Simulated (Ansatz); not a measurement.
Input file for Ansatz (a first-principles code):

Ansatz 0.2 input:
```yaml
crystal:
  lattice:
    - [3.9269937466, 0.0, 0.0]
    - [0.0, 3.9269937466, 0.0]
    - [0.0, 0.0, 3.974548429]
  atoms:
    - { symbol: Ba, position: [0.5, 0.5, 0.5795438804] }
    - { symbol: Ti, position: [0.0, 0.0, 0.091728938] }
    - { symbol: O, position: [0.0, 0.5, 0.0651300946] }
    - { symbol: O, position: [0.5, 0.0, 0.0651300946] }
    - { symbol: O, position: [0.0, 0.0, 0.5584569924] }
kpoints:
  mp_grid: { grid: [7, 7, 7] }
hamiltonian:
  xc: lda
  pseudopotentials: { azcp: { folder: ./paw }, kind: paw }
scf:
  occupations: { method: fixed }
phonons:
  method: dfpt
  response_accuracy: low
  eigenvectors: true
  rigid_motions: translations
  dielectric: true
  raman: true
```

Output (shortened):

```
Pseudopotential: Ba, paw, valence charge 10
Pseudopotential: Ti, paw, valence charge 12
Pseudopotential: O, paw, valence charge 6
Functional definition: SPW92
Crystal: 5 atoms, lattice volume = 61.293 Å³
Basis set: ecut = 420 eV, 1213 PW (Γ), exchange–correlation on 54×54×54 points (8 copies of the dense FFT grid, shifted against one another)
Bands: 25, of which v1, the nominal top of the filled ones, is band 20 counted from 1 (19 counted from 0)
Symmetry: 8 space group operations
k-points: 172 of 343 (irreducible under 1 space group operation, time reversal used)
SCF iter   1: F=—  HF=-9905.107432 eV  |F-HF|=—  |Δ(HF+E_count)|=         —  Δρ=5.43e-2  dr2=1.88e0  ethr=3.10e-3  ⟨swp⟩=4.8  Hψ=16719  notcnv=0  defer=354
preconditioner: auto → Resta (q_TF=auto, 2.541 Å⁻¹)
SCF iter   2: F=—  HF=-9904.727774 eV  |F-HF|=—  |Δ(HF+E_count)|=   3.80e-1  Δρ=2.30e-2  dr2=4.10e-1  ethr=3.10e-3  ⟨swp⟩=2.8  Hψ=8798  notcnv=0  defer=195
SCF iter   3: F=—  HF=-9904.649891 eV  |F-HF|=—  |Δ(HF+E_count)|=   7.79e-2  Δρ=8.57e-3  dr2=4.53e-2  ethr=1.03e-3  ⟨swp⟩=2.0  Hψ=7375  notcnv=0  defer=366
SCF iter   4: F=—  HF=-9904.646881 eV  |F-HF|=—  |Δ(HF+E_count)|=   3.01e-3  Δρ=8.73e-3  dr2=4.59e-2  ethr=1.13e-4  ⟨swp⟩=3.0  Hψ=7795  notcnv=0  defer=381
SCF iter   5: F=—  HF=-9904.638270 eV  |F-HF|=—  |Δ(HF+E_count)|=   8.61e-3  Δρ=1.37e-3  dr2=8.65e-4  ethr=1.13e-4  ⟨swp⟩=2.0  Hψ=6272  notcnv=0  defer=408
SCF iter   6: F=—  HF=-9904.638379 eV  |F-HF|=—  |Δ(HF+E_count)|=   1.08e-4  Δρ=2.97e-4  dr2=4.41e-5  ethr=2.16e-6  ⟨swp⟩=2.1  Hψ=6438  notcnv=0  defer=438
SCF iter   7: F=—  HF=-9904.638374 eV  |F-HF|=—  |Δ(HF+E_count)|=   4.39e-6  Δρ=1.63e-4  dr2=1.26e-5  ethr=1.10e-7  ⟨swp⟩=2.0  Hψ=6642  notcnv=0  defer=204
SCF iter   8: F=—  HF=-9904.638372 eV  |F-HF|=—  |Δ(HF+E_count)|=   1.72e-6  Δρ=5.06e-5  dr2=1.17e-6  ethr=3.14e-8  ⟨swp⟩=2.0  Hψ=5282  notcnv=0  defer=176
SCF iter  11: F=-9904.638371 eV  HF=-9904.638371 eV  |F-HF|=1.82e-11  |Δ(HF+E_count)|=  1.82e-12  Δρ=2.02e-7  dr2=2.64e-11  ethr=1.00e-12  ⟨swp⟩=11.9  Hψ=28672  notcnv=0
SCF 1 converged in 11 iterations: F = -9904.638371 eV  dr2 = 2.64e-11
NSCF: frozen V_eff on 7 k-points
DFPT response loops at Γ: preconditioner auto → none (the input reference at scf.mixing.eps_inf says where Resta's filter doesn't serve); β = 0.50 …
── the response to a field inside a basis, on 8×8×8 k-points: an SCF that follows is theirs, and a resumed run solves both again ──
Crystal: 5 atoms, lattice volume = 61.293 Å³
Bands: 21, of which v1, the nominal top of the filled ones, is band 20 counted from 1 (19 counted from 0)
k-points: 40 of 512 (time reversal used)
SCF iter   1: F=—  HF=-9904.629347 eV  |F-HF|=—  |Δ(HF+E_count)|=         —  Δρ=3.54e-4  dr2=1.76e-5  ethr=1.00e-1
preconditioner: auto → Resta (q_TF=auto, 2.541 Å⁻¹)
SCF iter   2: F=—  HF=-9904.629343 eV  |F-HF|=—  |Δ(HF+E_count)|=   4.03e-6  Δρ=1.54e-4  dr2=8.08e-6  ethr=4.40e-8
SCF iter   3: F=—  HF=-9904.629342 eV  |F-HF|=—  |Δ(HF+E_count)|=   1.01e-6  Δρ=8.85e-5  dr2=1.63e-6  ethr=2.02e-8
SCF iter   4: F=—  HF=-9904.629341 eV  |F-HF|=—  |Δ(HF+E_count)|=   3.28e-7  Δρ=1.32e-5  dr2=8.18e-8  ethr=4.08e-9
SCF iter   5: F=—  HF=-9904.629341 eV  |F-HF|=—  |Δ(HF+E_count)|=   1.30e-8  Δρ=3.66e-6  dr2=8.44e-9  ethr=2.04e-10
SCF iter   6: F=—  HF=-9904.629341 eV  |F-HF|=—  |Δ(HF+E_count)|=  7.33e-10  Δρ=3.00e-6  dr2=4.58e-9  ethr=2.11e-11
SCF iter   7: F=-9904.629341 eV  HF=-9904.629341 eV  |F-HF|=4.18e-11  |Δ(HF+E_count)|=  9.40e-10  Δρ=4.24e-7  dr2=9.81e-11  ethr=1.15e-11
SCF 1 converged in 7 iterations: F = -9904.629341 eV  dr2 = 9.81e-11
DFPT response loops at Γ: mixed as the last ones told, above
DFPT response loops at Γ: mixed as the last ones told, above
SCF converged after 11 iterations
Free energy (F): -9904.638371 eV
Harris-Foulkes:  -9904.638371 eV  (|F-HF|=1.82e-11)
Internal energy: -9904.638371 eV  (E = F + TS)
E sigma→0 (E₀):  -9904.638371 eV
Fermi energy:    10.493071 eV
--- Per-component energies (eV) ---
  E_band       = -124.307563
  E_kinetic    = 946.861646
  E_local      = -2131.003916  (includes V_loc(G=0)·N_el)
  E_nonlocal   = 321.335630
  E_hartree    = 818.992401
  E_xc         = -527.454859
  E_vxc        = -551.103994  (∫ρ·V_xc dr)
  E_paw        = -6474.010947  (= ΣΔE_a)
  E_vpaw       = -348.384133  (= ΣTr[D̂ρ^β])
  E_aug_tail   = 0.002248  (compensation charges beyond the density's cutoff)
  E_ewald      = -2860.259809
  E_core_change = 0.899235  (= ΣΔE_core)
  E_smearing   =  0.000000  (= −TS)
  E_closure    =  0.000000  (closes the sum)
  Σ components = -9904.638371   (vs F -9904.638371, Δ=0.00e0)
  [band-id]    e_kinetic+e_local+e_nonlocal+2·e_hartree+e_vxc+e_vpaw+e_augmentation_tail = -124.307716   (vs E_band -124.307563, Δ=-1.54e-4)
--- Band table (eV; the first three rows and the last of 172) ---
  k-point 0: bands = ["-45.0797", "-21.6999", "-21.6582", "-21.6582", "-13.9434", "-6.0923", "-5.4349", "-5.3932", "0.8668", "0.8944", "0.8944", "8.2975", "8.3239", "8.3239", "9.2179", "9.2179", "9.3140", "10.3410", "10.3584", "10.3584", "12.4499", "12.6985", …
  k-point 1: bands = ["-45.0795", "-21.7114", "-21.6577", "-21.6577", "-13.9161", "-6.1196", "-5.4144", "-5.3861", "0.9290", "0.9290", "0.9805", "7.9309", "8.2449", "8.2449", "9.0163", "9.0163", "9.1364", "9.8903", "10.2686", "10.2686", "12.4756", "13.0551", …
  k-point 2: bands = ["-45.0792", "-21.7369", "-21.6565", "-21.6565", "-13.8535", "-6.2590", "-5.3701", "-5.2714", "1.0096", "1.0096", "1.2328", "7.1385", "7.9953", "7.9953", "8.7368", "8.7368", "8.7848", "9.1352", "10.0819", "10.0819", "12.5349", "13.7680", …
  k-point 171: bands = ["-45.0784", "-21.7215", "-21.7073", "-21.6673", "-13.7548", "-6.2112", "-5.3389", "-5.1102", "0.8624", "1.0948", "1.3108", "6.4568", "7.3532", "7.6926", "7.7490", "8.1469", "8.8965", "9.3853", "9.5459", "9.6552", "13.3548", "14.3339", …
--- Phonons (Γ-DFPT): 9 representative perturbations + reference, on 172 of 343 k-points (Σ response iterations 28) ---
  ASR residual: 2.781e-4 → 0.000e0 eV/Å²; symmetrization residual: 1.009e-4 eV/Å²
  ASR residual per site (eV/Å²): 6.58e-5 2.78e-4 2.12e-5 2.12e-5 1.18e-4
  Γ frequencies (cm⁻¹): -95.78 -95.78 0.00 0.00 0.00 174.19 179.09 179.09 262.41 288.22 288.22 288.84 480.99 480.99 508.74
  ε∞ (high-frequency dielectric tensor):
        6.555026     0.000000     0.000000
        0.000000     6.555026     0.000000
        0.000000     0.000000     6.039583
  ε⁰ (static dielectric tensor): not given — an optical mode at Γ is not stable, and the ionic part, a sum over the modes at Γ, is formed only where all of …
  softest optical mode at Γ: -95.78 cm⁻¹; the repairs (sum rule, projections) moved no ω² at Γ by more than (5.26 cm⁻¹)²
  Born effective charges Z* (e; rows j = field, columns β = displacement):
    site 0:
         2.77309    0.00000    0.00000
         0.00000    2.77309    0.00000
         0.00000    0.00000    2.83008
    site 1:
         7.14775    0.00000    0.00000
         0.00000    7.14775    0.00000
         0.00000    0.00000    6.25792
    site 2:
        -2.16908    0.00000    0.00000
         0.00000   -5.65942    0.00000
         0.00000    0.00000   -2.03442
    site 3:
        -5.65942    0.00000    0.00000
         0.00000   -2.16908    0.00000
         0.00000    0.00000   -2.03442
    site 4:
        -2.09235    0.00000    0.00000
         0.00000   -2.09235    0.00000
         0.00000    0.00000   -5.01917
  Z* charge neutrality: 8.540e-5 e pre-enforcement
  solved inside a basis spanned on kpoints, on 8×8×8 k-points: ε∞ is read to err by 2.3e-2, Z* by 2.9e-2 e (field_mesh: kpoints solves on kpoints) …
  Raman tensors (in the event stream and the table raman_tensors.tsv) …
  optical modes at Γ without the LO–TO term, one row a degenerate level:
      ω (cm⁻¹)  modes    IR ((D/Å)²/amu)  static Raman (Å⁴/amu)  depolarisation
        -95.78      2           157.4077               175.0600           0.750
        174.19      1             8.1013                11.6472           0.011
        179.09      2             3.3247                 0.3151           0.750
        262.41      1            49.6835               894.4484           0.064
        288.22      2             0.2129                24.7591           0.750
        288.84      1             0.0000                 4.6170           0.750
        480.99      2             9.4548                19.2197           0.750
        508.74      1            10.6996               632.4380           0.043
  optical modes at Γ + LO–TO along q̂ = [1.0000, 0.0000, 0.0000]:
      ω (cm⁻¹)  modes    IR ((D/Å)²/amu)  static Raman (Å⁴/amu)  depolarisation
        -95.78      1            78.7039                87.5300           0.750
        174.19      1             8.1013                11.6472           0.011
        176.40      1             0.0190                 3.0940           0.750
        179.09      1             1.6623                 0.1576           0.750
        262.41      1            49.6835               894.4484           0.064
        287.94      1             0.0085                10.0309           0.750
        288.22      1             0.1064                12.3795           0.750
        288.84      1             0.0000                 4.6170           0.750
        454.03      1             3.8568                 0.0128           0.750
        480.99      1             4.7274                 9.6099           0.750
        508.74      1            10.6996               632.4380           0.043
        685.15      1            81.3158                10.6707           0.750
  optical modes at Γ + LO–TO along q̂ = [0.0000, 1.0000, 0.0000]:
      ω (cm⁻¹)  modes    IR ((D/Å)²/amu)  static Raman (Å⁴/amu)  depolarisation
        -95.78      1            78.7039                87.5300           0.750
        174.19      1             8.1013                11.6472           0.011
        176.40      1             0.0190                 3.0940           0.750
        179.09      1             1.6623                 0.1576           0.750
        262.41      1            49.6835               894.4484           0.064
        287.94      1             0.0085                10.0309           0.750
        288.22      1             0.1064                12.3795           0.750
        288.84      1             0.0000                 4.6170           0.750
        454.03      1             3.8568                 0.0128           0.750
        480.99      1             4.7274                 9.6099           0.750
        508.74      1            10.6996               632.4380           0.043
        685.15      1            81.3158                10.6707           0.750
  optical modes at Γ + LO–TO along q̂ = [0.0000, 0.0000, 1.0000]:
      ω (cm⁻¹)  modes    IR ((D/Å)²/amu)  static Raman (Å⁴/amu)  depolarisation
        -95.78      2           157.4077               175.0600           0.750
        179.09      2             3.3247                 0.3151           0.750
        187.42      1             0.0756                61.2590           0.096
        288.22      2             0.2129                24.7591           0.750
        288.84      1             0.0000                 4.6170           0.750
        458.91      1             4.1129                29.5198           0.005
        480.99      2             9.4548                19.2197           0.750
        711.95      1            64.2958               638.7323           0.060
```

Cost: around 6 core-minutes (rough) on shared cores.

Space group P4mm. The LDA relaxation kept the symmetry of its start. At this level the phase is dynamically unstable (imaginary phonons). No spin polarisation was allowed. Spin–orbit coupling is left out wherever it is not named.

Potentials: the earlier of the program's two PAW sets. The files were generated under PBE; for other functionals the program regenerates the frozen cores, and for LDA and PBEsol the local potential too.

Ansatz is a plane-wave DFT program.
